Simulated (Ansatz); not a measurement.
Space group P6_3/mmc (No. 194). a = 4.130 Å, b = 4.130 Å, c = 5.691 Å, α = 90.00°, β = 90.00°, γ = 120.00°
```
atom site symmetry x y z
  Bi    2c      -6m2  0.3333  0.6667  0.2500
  Rh    2a      -3m.  0.0000  0.0000  0.0000
```

Equation of state of this BiRh structure (not necessarily the ground state), with shape and atoms relaxed at each volume where symmetry leaves them free. It has no gap at any of these volumes. Theory: DFT r2SCAN, scalar-relativistic, plane waves, PAW in Ansatz.

Plane waves to 500 eV, a k mesh through Γ of 12×12×8 on the computed 4-atom cell and Gaussian smearing (0.10 eV); no spin polarisation.

```tsv
V (Å³/atom)	E − E(largest V) (meV/atom)	P (GPa)
18.494	86.80	22.57
19.125	12.87	15.28
19.755	-34.91	9.23
20.386	-60.95	4.19
21.016	-68.89	0.00
21.647	-61.75	-3.47
22.277	-42.09	-6.37
23.118	0.00	-9.46
```

**Question.** Fit a third-order Birch–Murnaghan equation to E(V).

**Answer.** V0 = 21.01 Å³/atom, B0 = 127 GPa, B0' = 5.1.

Spin-orbit coupling is left out, which matters for the bands of heavy elements.

Cost: 8 runs of about 22 core-minutes in all, on Arm Neoverse V1 (shared hosts).